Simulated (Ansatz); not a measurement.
Sn:
```cif
data_Sn
_chemical_formula_sum 'Sn1'
_space_group_name_H-M_alt 'P6/mmm'
_space_group_IT_number 191
_space_group_name_Hall '-P 6 2'
_cell_length_a 3.22052
_cell_length_b 3.22052
_cell_length_c 3.02783
_cell_angle_alpha 90.000
_cell_angle_beta 90.000
_cell_angle_gamma 120.000
loop_
_atom_site_label
_atom_site_type_symbol
_atom_site_symmetry_multiplicity
_atom_site_Wyckoff_symbol
_atom_site_fract_x
_atom_site_fract_y
_atom_site_fract_z
_atom_site_occupancy
Sn1 Sn 1 a 0.00000 0.00000 0.00000 1
```

Relaxed with PBE+D3(BJ).

Which orbitals make up the states near the Fermi level in DFT-PBE+D3(BJ) in the program Ansatz with PAW potentials?

Within 0.5 eV of the Fermi level: Sn 5p 81 %, Sn 5s 16 %. Projections are on Löwdin-orthogonalised atomic valence shells; empty p or d shells of many metals are not among them.

Tabulate the density of states.

States/eV per cell of 1 atom, in 0.25 eV bins, energy from the Fermi level.

```csv
E (eV),total,Sn 5p,Sn 5s
-7.85,0.38,0.13,0.25
-7.60,0.39,0.13,0.26
-7.35,0.41,0.13,0.28
-7.10,0.46,0.13,0.32
-6.85,0.47,0.13,0.34
-6.60,0.44,0.12,0.31
-6.35,0.41,0.11,0.29
-6.10,0.35,0.10,0.25
-5.85,0.30,0.09,0.20
-5.60,0.26,0.08,0.17
-5.35,0.23,0.07,0.15
-5.10,0.20,0.07,0.14
-4.85,0.19,0.07,0.12
-4.60,0.22,0.11,0.11
-4.35,0.28,0.17,0.11
-4.10,0.32,0.21,0.10
-3.85,0.35,0.25,0.10
-3.60,0.38,0.28,0.09
-3.35,0.39,0.32,0.07
-3.10,0.45,0.38,0.07
-2.85,0.44,0.37,0.06
-2.60,0.45,0.39,0.06
-2.35,0.49,0.42,0.06
-2.10,0.55,0.48,0.06
-1.85,0.63,0.56,0.06
-1.60,0.62,0.55,0.06
-1.35,0.61,0.54,0.06
-1.10,0.61,0.53,0.07
-0.85,0.51,0.44,0.07
-0.60,0.49,0.41,0.07
-0.35,0.49,0.40,0.08
-0.10,0.48,0.39,0.08
0.15,0.50,0.40,0.09
0.40,0.50,0.40,0.08
0.65,0.52,0.41,0.09
0.90,0.50,0.40,0.09
1.15,0.52,0.41,0.09
1.40,0.52,0.42,0.08
1.65,0.53,0.42,0.08
1.90,0.52,0.42,0.08
2.15,0.52,0.42,0.07
2.40,0.54,0.44,0.07
2.65,0.54,0.44,0.07
2.90,0.55,0.45,0.06
3.15,0.61,0.47,0.06
3.40,0.68,0.51,0.06
3.65,0.69,0.50,0.05
3.90,0.68,0.47,0.05
4.15,0.71,0.46,0.05
4.40,0.74,0.49,0.04
4.65,0.70,0.46,0.04
```

The start of the workflow was typed in or built on a structure type; neither database checked (COD, Materials Project) lists it. It is not the phase usual at ambient conditions (space group No. 141). The cell was relaxed with PBE+D3(BJ) under the symmetry of its start; its stability against distortions is not shown here. The pairwise dispersion correction was not fitted to metals. Scalar-relativistic: spin–orbit coupling is off unless named, which matters more the heavier the elements.

Potentials: the later of the program's two PAW sets.
